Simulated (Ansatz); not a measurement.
An Ansatz (a first-principles code) run. Input:

Ansatz 0.2 input:
```yaml
crystal:
  lattice:
    - [0.0, 3.1657582929, 3.1657582929]
    - [3.1657582929, 0.0, 3.1657582929]
    - [3.1657582929, 3.1657582929, 0.0]
  atoms:
    - { symbol: Ba, position: [0.0, 0.0, 0.0] }
    - { symbol: S, position: [0.5, 0.5, 0.5] }
kpoints:
  mp_grid: { grid: [6, 6, 6] }
hamiltonian:
  xc: hse06
  pseudopotentials: { kind: paw }
scf:
  n_extra_bands: 6
  occupations: { method: fixed }
output:
  eigenvalues: true
  eigenstates:
    e_range: [-9.0, 11.1]
    kpoints:
      - [0.0, 0.0, 0.0]  # VBM
      - [0.0, 0.5, 0.5]  # CBM
      - [0.0, 0.0, 0.0]  # GAMMA
      - [0.5, 0.0, 0.5]  # X
      - [0.5, 0.5, 0.5]  # L
      - [0.5, 0.25, 0.75]  # W
      - [0.375, 0.375, 0.75]  # K
      - [0.625, 0.25, 0.625]  # U
```

Output (shortened):

```
Pseudopotential: Ba, paw, valence charge 10
Pseudopotential: S, paw, valence charge 6
Functional definition: HSE06
davidson cushion auto → on  (no smearing: the cushion is to keep the highest requested band from converging to the state above it …
Crystal: 2 atoms, lattice volume = 63.455 Å³
Basis set: ecut = 420 eV, 1243 PW (Γ)
Bands: 14, of which v1, the nominal top of the filled ones, is band 8 counted from 1 (7 counted from 0)
Symmetry: 48 space group operations
Space group: Fm-3m (ITA 225), of the structure as read, at distance tolerance 4.0e-5 Å
k-points: 16 of 216
SCF iter   1: F=—  HF=-6855.843517 eV  |F-HF|=—  |Δ(HF+E_count)|=         —  Δρ=1.33e-3  dr2=2.34e-3  ethr=1.77e-3  ⟨swp⟩=11.9  Hψ=1520  notcnv=0
preconditioner: auto → none
SCF iter   2: F=-6855.843334 eV  HF=-6855.843560 eV  |F-HF|=2.25e-4  |Δ(HF+E_count)|=   4.31e-5  Δρ=5.61e-4  dr2=2.98e-4  ethr=1.46e-5  ⟨swp⟩=6.4  Hψ=949  notcnv=0  defer=10
SCF 1 stopped early in 2 iterations: F = -6855.843334 eV  dr2 = 2.98e-4
Crystal: 2 atoms, lattice volume = 63.455 Å³
Exchange kernel: α = 0.2500, screened, ω = 0.2079 Å⁻¹, Wigner–Seitz truncation, v(0) = 1046.8842 eV·Å³, q-mesh 6×6×6, nearest image of the exchange supercell L …
Frozen-core exchange: fock
SCF iter   1: F=—  HF=-6861.459439 eV  |F-HF|=—  |Δ(HF+E_count)|=         —  Δρ=3.00e-3  dr2=1.19e-2  ethr=1.86e-5  ⟨swp⟩=8.5  Hψ=1286  notcnv=0
preconditioner: auto → none
SCF iter   2: F=—  HF=-6861.455519 eV  |F-HF|=—  |Δ(HF+E_count)|=   3.92e-3  Δρ=1.35e-3  dr2=1.19e-3  ethr=1.86e-5  ⟨swp⟩=4.8  Hψ=847  notcnv=0
SCF iter   3: F=—  HF=-6861.458075 eV  |F-HF|=—  |Δ(HF+E_count)|=   2.56e-3  Δρ=7.41e-4  dr2=3.21e-4  ethr=5.86e-6  ⟨swp⟩=4.9  Hψ=707  notcnv=0  defer=3
SCF iter   4: F=—  HF=-6861.458012 eV  |F-HF|=—  |Δ(HF+E_count)|=   6.31e-5  Δρ=3.05e-4  dr2=6.16e-5  ethr=1.93e-6  ⟨swp⟩=3.2  Hψ=549  notcnv=0  defer=4
iter 5 solved again at ethr=2.08e-9 eV; its pass at ethr=3.10e-7 eV (dr2=3.32e-7 eV) is discarded
SCF iter   5: F=—  HF=-6861.458009 eV  |F-HF|=—  |Δ(HF+E_count)|=   3.03e-6  Δρ=2.56e-5  dr2=9.39e-6  ethr=2.08e-9  ⟨swp⟩=5.1  Hψ=1582  notcnv=0  defer=3
SCF iter   6: F=—  HF=-6861.458067 eV  |F-HF|=—  |Δ(HF+E_count)|=   5.89e-5  Δρ=8.74e-5  dr2=1.06e-5  ethr=2.08e-9  ⟨swp⟩=7.9  Hψ=1212  notcnv=0  defer=12
SCF iter   7: F=-6861.458064 eV  HF=-6861.458064 eV  |F-HF|=3.87e-8  |Δ(HF+E_count)|=   3.40e-6  Δρ=1.15e-5  dr2=3.80e-7  ethr=2.08e-9  ⟨swp⟩=5.0  Hψ=947  notcnv=0  defer=2
SCF 2 stopped early in 7 iterations: F = -6861.458064 eV  dr2 = 3.80e-7
hybrid outer 1: dexx = +3.089e-3 eV, tail = 3.82e-6 eV
Crystal: 2 atoms, lattice volume = 63.455 Å³
Exchange kernel: α = 0.2500, screened, ω = 0.2079 Å⁻¹, Wigner–Seitz truncation, v(0) = 1046.8842 eV·Å³, q-mesh 6×6×6, nearest image of the exchange supercell L …
Frozen-core exchange: fock
SCF iter   1: F=—  HF=-6861.458046 eV  |F-HF|=—  |Δ(HF+E_count)|=         —  Δρ=1.78e-5  dr2=1.23e-7  ethr=1.19e-7  ⟨swp⟩=5.6  Hψ=727  notcnv=0
preconditioner: auto → none
SCF iter   2: F=-6861.458046 eV  HF=-6861.458046 eV  |F-HF|=2.78e-9  |Δ(HF+E_count)|=   1.72e-8  Δρ=7.80e-6  dr2=2.14e-8  ethr=7.31e-10  ⟨swp⟩=5.1  Hψ=816  notcnv=0
SCF 3 converged in 2 iterations: F = -6861.458046 eV  dr2 = 2.14e-8
hybrid outer 2: dexx = +5.859e-8 eV, tail = 4.57e-8 eV, Δε = 4.91e-4 eV (about 5.79e-5 eV left of the loop's levels)
the search or the solves at the SCF's close seem to have found levels that the self-consistency loop had missed (the run counts 1) …
NSCF: frozen V_eff on 8 k-points
hybrid SCF converged: 2 outer / 9 inner (+2 warm-up), last move |dexx| = 5.86e-8 eV, tail = 4.57e-8 eV
Stability not checked (fock_operator)
Free energy (F): -6861.458046 eV
Frozen-core exchange: fock
Harris-Foulkes:  -6861.458046 eV  (|F-HF|=2.78e-9)
Internal energy: -6861.458046 eV  (E = F + TS)
E sigma→0 (E₀):  -6861.458046 eV
Fermi energy:    5.392959 eV
--- Per-component energies (eV) ---
  E_band       = -66.943125
  E_kinetic    = 277.099594
  E_local      = -391.284212  (includes V_loc(G=0)·N_el)
  E_nonlocal   = 84.839485
  E_hartree    = 124.502237
  E_xc         = -214.667955
  E_vxc        = -181.224513  (∫ρ·V_xc dr)
  E_exx        = -30.430091  (= α·E_x^exact, valence–valence)
  E_paw        = -5853.520142  (= ΣΔE_a)
  E_vpaw       = -44.517326  (= ΣTr[D̂ρ^β])
  E_aug_tail   =  0.000000  (compensation charges beyond the density's cutoff)
  E_ewald      = -857.755385
  E_core_change = -0.241576  (= ΣΔE_core)
  E_smearing   =  0.000000  (= −TS)
  E_closure    = 0.000000  (closes the sum)
  Σ components = -6861.458046   (vs F -6861.458046, Δ=9.09e-13)
  [band-id]    e_kinetic+e_local+e_nonlocal+2·e_hartree+e_vxc+2·e_exx+e_vpaw+e_augmentation_tail = -66.942681   (vs E_band -66.943125, Δ=4.44e-4)
--- Band table (eV; the first three rows and the last of 16) ---
  k-point 0: bands = ["-22.1998", "-6.2020", "-6.2020", "-6.2020", "-6.0162", "5.3930", "5.3930", "5.3930", "10.2070", "10.4118", "10.4118", "10.4118", "11.3891", "11.3891"]
  k-point 1: bands = ["-22.1854", "-6.9543", "-6.2107", "-6.2107", "-5.2344", "4.7345", "5.0449", "5.0449", "10.4051", "10.8388", "10.8388", "11.2089", "12.1991", "12.1991"]
  k-point 2: bands = ["-22.1562", "-7.5563", "-6.2276", "-6.2276", "-4.5672", "3.7503", "4.4870", "4.4870", "10.9305", "12.0020", "12.0020", "12.7538", "14.0644", "14.0644"]
  k-point 15: bands = ["-22.1243", "-6.9497", "-6.7050", "-6.5263", "-5.2176", "4.4508", "4.9031", "5.0523", "9.6044", "12.1108", "12.9819", "13.7830", "14.4923", "15.1634"]
```

Cost: around 100 core-seconds (rough) on shared cores.

The points marked VBM and CBM come from a semilocal run.

The PBEsol relaxation kept the symmetry of its start. Scalar-relativistic: spin–orbit coupling is off unless named, which matters more the heavier the elements.

Potentials: the later of the program's two PAW sets.

Ansatz is a plane-wave DFT program.
